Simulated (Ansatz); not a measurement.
W:
```xyz
1
Lattice="-1.5681 1.5681 1.5681 1.5681 -1.5681 1.5681 1.5681 1.5681 -1.5681" Properties=species:S:1:pos:R:3 pbc="T T T"
W      0.0000     0.0000     0.0000
```

Relaxed with LDA. Special points in fractions of this cell's reciprocal vectors: Γ (0.000, 0.000, 0.000); H (0.500, -0.500, 0.500); N (0.000, 0.000, 0.500); P (0.250, 0.250, 0.250).

Problem. List the band energies nearest the Fermi level at these points for plane-wave PAW LDA (Ansatz code).

Solution. In eV from the Fermi level; about four levels below and three above (degenerate sets whole), none deeper than 8.9 eV; … stands for higher levels left out; points with the same levels are listed once.

```
k              below           above
-  -----------------  --------------
Γ  -1.30 -1.30 -1.30     2.26 2.26 …
H        -6.05 -6.05  5.35 5.35 5.35
N        -6.43 -3.70  0.93 2.18 3.18
P  -2.98 -2.98 -2.98  3.36 3.36 6.82
```

Space group Im-3m (bcc (W type)). The cell was relaxed with LDA under the symmetry of its start. No spin polarisation was allowed. Scalar-relativistic: spin–orbit coupling is off unless named, which matters more the heavier the elements.

Potentials: the earlier of the program's two PAW sets. The files were generated under PBE; for other functionals the program regenerates the frozen cores, and for LDA and PBEsol the local potential too.
